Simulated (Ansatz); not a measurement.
The start is a generated cell, Si2W built in the C49 structure type. The cell and all atomic positions are relaxed at zero pressure with PBEsol (plane waves to 420 eV, PAW, scalar-relativistic; Ansatz, an electronic-structure program). First-step values are on the input's coarse k-mesh.

Ansatz input (later rounds restart from its end on a renewed k-mesh):
Ansatz 0.2 input:
```yaml
crystal:
  lattice:
    - [1.764625, -6.963882, 0]
    - [1.764625, 6.963882, 0]
    - [0, 0, 3.472479]
  atoms:
    - { symbol: Si, position: [0.939, 0.061, 0.75] }
    - { symbol: Si, position: [0.061, 0.939, 0.25] }
    - { symbol: Si, position: [0.25, 0.75, 0.75] }
    - { symbol: Si, position: [0.75, 0.25, 0.25] }
    - { symbol: W, position: [0.604, 0.396, 0.75] }
    - { symbol: W, position: [0.396, 0.604, 0.25] }
basis: { ecutwfc: 420, ecutrho_ratio: 4, xc_grid: 2, fft_grid_basis: typed }
kpoints: { mp_grid: { grid: [7, 7, 7] } }
hamiltonian:
  xc: pbesol
  dispersion: none
  pseudopotentials: { azcp: { folder: ./paw }, kind: paw }
scf: { occupations: { method: fermi_dirac, width: 0.05 } }
relax: { f_tol: 0.01, max_steps: 100, cell: { stress_tol: 0.02 } }
output: { forces: true, stress: true }
```

**Question.** How large is the pressure on the unrelaxed cell, and of which sign?

**Answer.** -3 GPa (negative: the cell is under tension).

**Question.** Which atoms feel the largest initial force, and how large is it?

**Answer.** About 1.6 eV/Å, on W5, W6 (atoms numbered as listed).

**Question.** How much energy is released per atom?

**Answer.** 0.10 eV/atom.

**Question.** How does the volume change?

**Answer.** +2.8 %, from 14.22 to 14.63 Å³/atom.

**Question.** How do the shortest distances between atoms change?

**Answer.** The closest pairs of elements (up to four, under 3.6 Å), start → end: Si–Si 2.43 → 2.40 Å; Si–W 2.55 → 2.52 Å; W–W 3.38 → 3.36 Å.

**Question.** What band gap does the relaxed structure have at this level?

**Answer.** No gap (metallic).

**Question.** What does it relax into? Give the structure.

**Answer.** 
Space group Cmcm (No. 63); a = 3.423 Å, b = 15.273 Å, c = 3.357 Å, α = β = γ = 90.00°

```json
[
 {"atom": "Si", "site": "4c", "symmetry": "m2m", "x": "0.0000", "y": "0.0608", "z": "0.2500"},
 {"atom": "Si", "site": "4c", "symmetry": "m2m", "x": "0.0000", "y": "0.2482", "z": "0.7500"},
 {"atom": "W", "site": "4c", "symmetry": "m2m", "x": "0.0000", "y": "0.3727", "z": "0.2500"}
]
```
(The calculation used a cell of 6 atoms; values per cell refer to that cell.)

The space group stays Cmcm (No. 63) (the run could not lower it); the end is AFLOW prototype A2B_oC12_63_2c_c (C49, as in ZrSi2), with 6 atoms in the primitive cell. Final values are on a 14×14×14 k-mesh of the relaxed cell. No spin polarisation in the result.

The run could not lower the symmetry of its start; a shaken copy of this end point relaxes with PBEsol to P4/nmm (No. 129), 0.36 eV/atom lower.

The relaxed structure here is a generated cell of Si2W: the first start was made by placing the elements on the sites of a structure type, and the end was not matched to a known phase here, so it may be hypothetical. Known forms of Si2W include space group No. 139.
